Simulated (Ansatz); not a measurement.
Data:

RbVN2:
```yaml
crystal:
  lattice:
    - [-2.82940, 2.82940, 4.03199]
    - [2.82940, -2.82940, 4.03199]
    - [2.82940, 2.82940, -4.03199]
  atoms:
    - { symbol: Rb, position: [0.25000, 0.75000, 0.50000] }
    - { symbol: Rb, position: [0.50000, 0.50000, 0.00000] }
    - { symbol: V, position: [0.75000, 0.25000, 0.50000] }
    - { symbol: V, position: [0.00000, 0.00000, 0.00000] }
    - { symbol: N, position: [0.37500, 0.06103, 0.18603] }
    - { symbol: N, position: [0.93897, 0.12500, 0.31397] }
    - { symbol: N, position: [0.87500, 0.18897, 0.81397] }
    - { symbol: N, position: [0.81103, 0.62500, 0.68603] }
```

This is the LDA-relaxed structure.

All from LDA (plane waves, PAW; program Ansatz), unless another level is named. Predict the formation energy from the elements (no fitted shifts).

-960 meV/atom.

Give the band gap.

0.70 eV (indirect).

What about the weight of the conduction-edge state by species (Voronoi cells)?

V 86 %, N 14 %.

And the conduction-band minimum?

on the Γ–M line, 25 % of the way from Γ (2 equivalent valleys).

Next, the valence-band maximum?

at Γ.

Space group I-42d. The workflow started from a Materials Project entry (that database holds measured and hypothetical structures alike); the Crystallography Open Database copy checked does not list it. Its standing as an ambient phase is unchecked. The cell was relaxed with LDA under the symmetry of its start; phonons on a q-mesh show weakly imaginary modes. The run is not spin-polarised. The references are the lowest solids computed at this level, not always the standard phases (solids in place of the gases). Scalar-relativistic: spin–orbit coupling is off unless named, which matters more the heavier the elements.

Potentials: the later of the program's two PAW sets.
